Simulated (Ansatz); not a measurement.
Data:

TiAl$_{3}$:
```
TiAl3
1.0
    3.95567     0.00000     0.00000
    0.00000     3.95567     0.00000
    0.00000     0.00000     3.95567
Ti Al
1 3
Direct
  0.00000   0.00000   0.00000
  0.50000   0.50000   0.00000
  0.00000   0.50000   0.50000
  0.50000   0.00000   0.50000
```

This is the r²SCAN-relaxed structure.

### Question
All from r²SCAN in the plane-wave PAW code Ansatz, unless another level is named. Give the density of states at the Fermi level.

### Answer
0.55 states/eV per atom (mean over ±0.08 eV).

### Question
Next, the formation energy from the elements (no fitted shifts)?

### Answer
-0.41 eV/atom.

Space group Pm-3m (Cu3Au type). The workflow started from a Materials Project entry (that database holds measured and hypothetical structures alike); the Crystallography Open Database copy checked does not list it. With Ti and Al taken as one species the cell has the higher symmetry Fm-3m, so it may be an ordered model of a mixed-site phase. Whether it is the stable phase at ambient conditions was not checked. Symmetry was held in the r²SCAN relaxation; its stability against distortions is not shown here. No spin polarisation was allowed. The references are the lowest solids computed at this level, not always the standard phases.

Potentials: the later of the program's two PAW sets.
